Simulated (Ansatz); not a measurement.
Relaxed SiC (wurtzite):

```xyz
4
Lattice="3.0753 0.0000 0.0000 -1.5377 2.6633 0.0000 0.0000 0.0000 5.0482" Properties=species:S:1:pos:R:3 pbc="T T T"
Si     1.5377     0.8878     0.0025
Si     0.0000     1.7755     2.5266
C      1.5377     0.8878     3.1536
C      0.0000     1.7755     0.6295
```

Scan: atom 4 (C, nearest neighbour Si at 1.883 Å; its periodic images, 3.1 Å or more away, move with it) is displaced towards the nearest neighbour, direction (-0.817, -0.471, -0.333) in Cartesian axes, by s. The other atoms stay.

The numbers are results of r2SCAN (plane waves to 500 eV, PAW, scalar-relativistic; Ansatz, a program for electronic structure), not measurements. k mesh 10×10×5 (Γ-centred), Fermi-Dirac smearing 0.05 eV. The energy includes the smearing's −TS. Left out: 1 of 11 points, with atoms too close for the PAW data. SiC was relaxed with its symmetry unable to fall. The zero of ΔE is the undisplaced structure.

| s (Å) | ΔE (meV/cell) |
|---|---|
| -0.560 | 1481 |
| -0.448 | 1111 |
| -0.336 | 731 |
| -0.224 | 380 |
| -0.112 | 111 |
| 0.000 | 0 |
| 0.112 | 150 |
| 0.224 | 696 |
| 0.336 | 1836 |
| 0.448 | 3864 |

Task: What force constant k = d²E/ds² at s = 0 does the table give?

Result: 21 eV/Å². It is the second difference of the nearest points, corrected with the next pair.

Task: With k = 20.49 eV/Å² from the forces, is the well harmonic out to s = 0.448 Å?

Result: ½ks² = 2056 meV/cell against the computed 3864 meV/cell, so the well is stiffer than harmonic there.

(For displaced atoms, the force is minus the slope of the energy, and its curvature is a force constant, which sets phonon frequencies.)
